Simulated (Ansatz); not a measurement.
Crystals of one structure type (rock salt) and one family of elements, relaxed and computed with plane-wave PAW r²SCAN (Ansatz code).

```tsv
crystal	K_Hill (GPa)	G_Hill (GPa)
BaTe	30.6	18.0
BaS	44.5	25.9
CaSe	52.0	36.1
MgS	79.9	57.5
SrO	93.6	?
BeS	111	84.2
CaO	117	82.0
```

**Question.** Fit a straight line to ln G against ln K and predict the withheld value.

**Answer.** Least squares on the 6 shown rows: ln G = 1.17 × ln K + (-1.109), with a scatter of 5 %. For SrO this gives 66.8. The run itself gave 59.9, outside the scatter: the line misses something about this case.

Typed or built starts, not in the databases checked: BeS, rock salt. All cells were relaxed under the symmetry of their starts (and spin orders); stability against distortions was not tested throughout. Scalar-relativistic: spin–orbit coupling is off unless named, which matters more the heavier the elements.

Potentials: the later of the program's two PAW sets.
